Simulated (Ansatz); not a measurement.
The relaxed structure here is a generated cell of Mn: the first start was made by placing the elements on the sites of a structure type, and the end was not matched to a known phase here, so it may be hypothetical.

The start is a generated trial cell of Mn in the AFLOW prototype A_tP12_96_ab (as in Si). A full variable-cell relaxation at zero pressure is run with PBEsol (plane waves to 420 eV, PAW, scalar-relativistic; Ansatz, a program for electronic structure). The first steps use a coarse 6×6×5 k-mesh.

Starting cell:
```
Mn
1.0
    4.78450     0.00000     0.00000
    0.00000     4.78450     0.00000
    0.00000     0.00000     6.02846
Mn
12
Direct
  0.08490   0.08490   0.00000
  0.58490   0.41510   0.25000
  0.41510   0.58490   0.75000
  0.91510   0.91510   0.50000
  0.17520   0.37920   0.27420
  0.67520   0.12080   0.97580
  0.32480   0.87920   0.47580
  0.82480   0.62080   0.77420
  0.62080   0.82480   0.22580
  0.12080   0.67520   0.02420
  0.87920   0.32480   0.52420
  0.37920   0.17520   0.72580
```
Spin-polarised start, with parallel moments on Mn.

Q: By how much does the energy per atom fall from start to end?

A: 0.69 eV/atom.

Q: How does the volume change?

A: -5.8 %, from 11.50 to 10.83 Å³/atom.

Q: How do the shortest distances between atoms change?

A: The closest pairs of elements (up to four, under 3.6 Å), start → end: Mn–Mn 1.97 → 2.27 Å.

Q: What band gap does the relaxed structure have at this level?

A: Zero (metallic).

Q: What magnetic moments remain?

A: Zero (the starting moments vanished).

Q: Give the final cell and atomic positions.

A: 
Space group P4₁2₁2 (No. 92); a = b = 4.222 Å, c = 2.431 Å, α = β = γ = 90.00°

```
atom  site  symmetry       x       y       z
----  ----  --------  ------  ------  ------
Mn      4a       ..2  0.1826  0.1826  0.5000
```

Final values are on a 9×9×15 k-mesh of the relaxed cell. The start holds a very short contact (Mn–Mn 1.97 Å). No spin polarisation in the result: the starting moments vanished. A magnetic state may lie lower.

The run could not lose the symmetry of its start, so the end can be a saddle point.
